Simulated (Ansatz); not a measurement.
# ZnAg₃ (I4/mmm): lattice vibrations

```
CELL_PARAMETERS angstrom
-2.00711 2.00711 3.96787
2.00711 -2.00711 3.96787
2.00711 2.00711 -3.96787
ATOMIC_POSITIONS crystal
Zn 0.00000 0.00000 0.00000
Ag 0.75000 0.25000 0.50000
Ag 0.25000 0.75000 0.50000
Ag 0.50000 0.50000 0.00000
```

Computed, not measured; unless marked otherwise by PBEsol, all-electron LAPW in Ansatz 0.2.0, scalar-relativistic. k mesh 10×10×10, Fermi-Dirac smearing of 0.050 eV, basis error target 1 meV/atom. The cell was relaxed by PAW under this functional. This phase needn't be the one found at ambient conditions.

Atoms are displaced by 0.01 Å in the primitive cell, which gives the zone-centre modes alone. Negative values stand for unstable modes.

Q: Is the structure dynamically stable at these wave vectors?

A: Yes, no mode is unstable there; wave vectors off this mesh aren't tested.

Q: How do the optical zone-centre modes decompose, and which are active?

A: Point group 4/mmm: Γ_opt = B1g + 2Eu + 2A2u + Eg.

```json
{"label": "B1g", "cm⁻¹": "101.5", "activity": "Raman", "mostly": "Ag (100 %)"}
{"label": "Eu", "cm⁻¹": "118.7", "activity": "IR", "mostly": "Zn (50 %)"}
{"label": "A2u", "cm⁻¹": "119.4", "activity": "IR", "mostly": "Zn (74 %)"}
{"label": "Eu", "cm⁻¹": "131.5", "activity": "IR", "mostly": "Ag (67 %)"}
{"label": "Eg", "cm⁻¹": "154.8", "activity": "Raman", "mostly": "Ag (100 %)"}
{"label": "A2u", "cm⁻¹": "180.1", "activity": "IR", "mostly": "Ag (91 %)"}
```

In a metal the activity is that of symmetry alone; free carriers screen the infrared modes.

Q: How well do frozen-core PAW files reproduce these all-electron values?

A: With a cutoff of 420 eV and displacements of 0.0025 Å, the r.m.s. difference over the modes is 0.0 cm⁻¹; the largest difference is 119.5 (PAW) against 119.4 cm⁻¹ (LAPW).

Keep in mind: responses of metals move with mesh and smearing; zone-boundary modes aren't tested; the frozen-core PAW files of the compared runs were fitted under PBE, their cores solved anew for this functional.
